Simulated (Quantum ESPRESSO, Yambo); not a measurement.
**Quasiparticle gap of ZnTe at -0.5 % isotropic strain**

```
CELL_PARAMETERS angstrom
      0.00000     3.01698     3.01698
      3.01698     0.00000     3.01698
      3.01698     3.01698     0.00000
ATOMIC_POSITIONS crystal
  Zn 0.50000 0.50000 0.50000
  Te 0.75000 0.75000 0.75000
```

The PBEsol cell relaxed from Materials Project entry mp-2176 was given an isotropic strain of -0.5 % on all lattice vectors, and the atoms were relaxed again.

Starting point: PBE (stringent potentials; pw.x of Quantum ESPRESSO, ONCV potentials, without SOC). G0W0 in Yambo: 4×4×4 Γ-centred k mesh, bands 9 to 257 and a 15 Ry block in the screening, 257 bands in G with the Bruneval-Gonze terminator, plasmon pole fitted at 27.2 eV.

```json
{
 "PBE gap along the band path": "1.41 eV",
 "PBE gap between the mesh's edge points (Γ → Γ)": "1.41 eV",
 "G0W0 gap between the same points": "2.26 eV"
}
```

```
k point  band  E PBE (eV)  E QP (eV)  shift (eV)     Z
-------  ----  ----------  ---------  ----------  ----
Γ          VB        0.00      -0.76       -0.76  0.80
Γ          CB        1.41       1.50        0.09  0.81
L          VB       -0.95      -1.78       -0.84  0.80
L          CB        1.83       1.85        0.02  0.81
W          VB       -2.75      -3.69       -0.94  0.79
W          CB        4.64       4.82        0.17  0.80
```

Energies count from the PBE valence-band maximum.

Convergence of the G0W0 settings was not tested.

Spin-orbit coupling is left out, which matters for elements this heavy: edges can move by tenths of an eV.
